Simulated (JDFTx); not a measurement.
Pt(111) slab cut from bulk Pt (space group Fm-3m, indices of the conventional cell, lattice of the Materials Project entry mp-126, not re-optimised): 6 atoms in 6 planes, a 1x1 cell of 6.73 Å² (|a| = 2.788, |b| = 2.788 Å), 11.5 Å between the outermost planes, cell height 27.4 Å, 8×8×1 k mesh, Fermi smearing 0.01 Ha, no spin polarisation.

Level of theory: PBE, GBRV ultrasoft potentials, plane waves to 20/100 Ha; code: a modified build of JDFTx. Liquid: CANDLE, water, 2 M NaF. Between zero charge and 1.20 V from it the run gives σ = 15.0 μC/cm², a mean capacitance of 12.5 μF/cm². The liquid has ε = 78.4, a 1:1 salt at 2 M with linear (Debye) response, and T = 298 K.

A calculation by hand: the Debye length, the diffuse-layer capacitance, and the inner capacitance that is left when the two stand in series.

Each ion has density c = 2 × 6.022×10⁻⁴ = 1.204e-03 Å⁻³. λ² = ε kT / (8π (e²/4πε₀) c) with kT = 0.02568 eV and e²/4πε₀ = 14.40 eV Å gives λ = 2.15 Å; the log prints 2.15 Å. C_diffuse = ε₀ε/λ = 323 μF/cm². Then 1/C_inner = 1/12.5 − 1/323, so C_inner = 13.0 μF/cm², which equals a vacuum gap of ε₀/C_inner = 0.68 Å. The diffuse layer takes 4 % of the potential drop; the rest lies between the electrode's charge and the onset of the dielectric, with the electrode's own (quantum) capacitance in it. The split is a model: in the calculation solvent and ions share one smooth cavity.
